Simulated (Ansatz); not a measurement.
TiPt3:
```yaml
crystal:
  lattice:
    - [3.94798, 0.00000, 0.00000]
    - [0.00000, 3.94798, 0.00000]
    - [0.00000, 0.00000, 3.94798]
  atoms:
    - { symbol: Ti, position: [0.00000, 0.00000, 0.00000] }
    - { symbol: Pt, position: [0.00000, 0.50000, 0.50000] }
    - { symbol: Pt, position: [0.50000, 0.00000, 0.50000] }
    - { symbol: Pt, position: [0.50000, 0.50000, 0.00000] }
```

Relaxed with PBE. Special points in fractions of this cell's reciprocal vectors: Γ (0.000, 0.000, 0.000); X (0.000, 0.500, 0.000); M (0.500, 0.500, 0.000); R (0.500, 0.500, 0.500).

Question: List the band energies nearest the Fermi level at these points for the program Ansatz at the PBE level (PAW).

Answer: In eV from the Fermi level; about four levels below and three above (degenerate sets whole), none deeper than 8.9 eV; points with the same levels are listed once.

| k | below | above |
|---|---|---|
| Γ | -3.45 -3.45 -3.45 -1.63 -1.63 -0.53 | 0.01 0.01 0.01 |
| X | -2.49 -1.33 -0.19 -0.19 | 0.01 0.45 0.72 |
| M | -2.97 -2.97 -2.32 -2.20 -2.15 | 0.20 0.20 0.36 |
| R | -0.63 -0.63 -0.63 -0.46 -0.46 -0.46 | 1.12 1.12 1.12 |

Space group Pm-3m (Cu3Au type). The PBE relaxation kept the symmetry of its start. The run is not spin-polarised. Spin–orbit coupling is left out wherever it is not named.

Potentials: the later of the program's two PAW sets.
